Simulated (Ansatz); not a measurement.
NaF:
```cif
data_F4Na4
_chemical_formula_sum 'Na4 F4'
_space_group_name_H-M_alt 'Fm-3m'
_space_group_IT_number 225
_space_group_name_Hall '-F 4 2 3'
_cell_length_a 4.62886
_cell_length_b 4.62886
_cell_length_c 4.62886
_cell_angle_alpha 90.000
_cell_angle_beta 90.000
_cell_angle_gamma 90.000
loop_
_atom_site_label
_atom_site_type_symbol
_atom_site_symmetry_multiplicity
_atom_site_Wyckoff_symbol
_atom_site_fract_x
_atom_site_fract_y
_atom_site_fract_z
_atom_site_occupancy
Na1 Na 4 a 0.00000 0.00000 0.00000 1
F1 F 4 b 0.50000 0.50000 0.50000 1
```
(The calculation used a cell of 2 atoms; values per cell refer to that cell.)

Relaxed with PBEsol.

Give the optical modes at the zone centre with their infrared activity from DFPT, the program Ansatz at the PBEsol level (PAW).

Transverse frequencies, without the LO–TO term; a row sums one degenerate level.

```csv
ω (cm⁻¹),degeneracy,IR ((D/Å)²/amu),activity,symmetry
239,3,6.81,IR,T1u
```

How high does the top mode go among those that the LO–TO term moves?

401 cm⁻¹ for q along x.

The cell was relaxed with PBEsol under the symmetry of its start; phonons on a q-mesh show no instability.

Potentials: the later of the program's two PAW sets.
